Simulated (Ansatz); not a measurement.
BaTiO$_{3}$:
```xyz
5
Lattice="4.0193 0.0000 0.0000 0.0000 4.0193 0.0000 0.0000 0.0000 4.0193" Properties=species:S:1:pos:R:3 pbc="T T T"
Ba     2.0096     2.0096     2.0096
Ti     0.0000     0.0000     0.0000
O      2.0096     0.0000     0.0000
O      0.0000     2.0096     0.0000
O      0.0000     0.0000     2.0096
```

Tensor components refer to the Cartesian frame of this cell.

Task: Give the high-frequency dielectric tensor and the Born effective charge tensors of the independent atoms from DFPT, DFT-PBE in the program Ansatz with PAW potentials.

Result: 
ε∞:
```
6.71  0.00  0.00
0.00  6.71  0.00
0.00  0.00  6.71
```
Z* of atom 1 (Ba), rows: field, columns: displacement, in e:
```
2.76  0.00  0.00
0.00  2.76  0.00
0.00  0.00  2.76
```
Z* of atom 2 (Ti), rows: field, columns: displacement, in e:
```
7.39  0.00  0.00
0.00  7.39  0.00
0.00  0.00  7.39
```
Z* of atom 3 (O), rows: field, columns: displacement, in e:
```
-5.87   0.00   0.00
 0.00  -2.14   0.00
 0.00   0.00  -2.14
```

Static charges for comparison (Bader): Ba1 +1.54, Ti2 +2.22, O3 -1.25 e. Born charges measure polarisation by displacement and can exceed these by far.

Space group Pm-3m (cubic perovskite). This is a known high-temperature phase of the composition, computed here at zero pressure and temperature. Symmetry was held in the PBE relaxation. At this level the phase is dynamically unstable (imaginary phonons). The run is not spin-polarised. Scalar-relativistic: spin–orbit coupling is off unless named, which matters more the heavier the elements.

Potentials: the later of the program's two PAW sets.
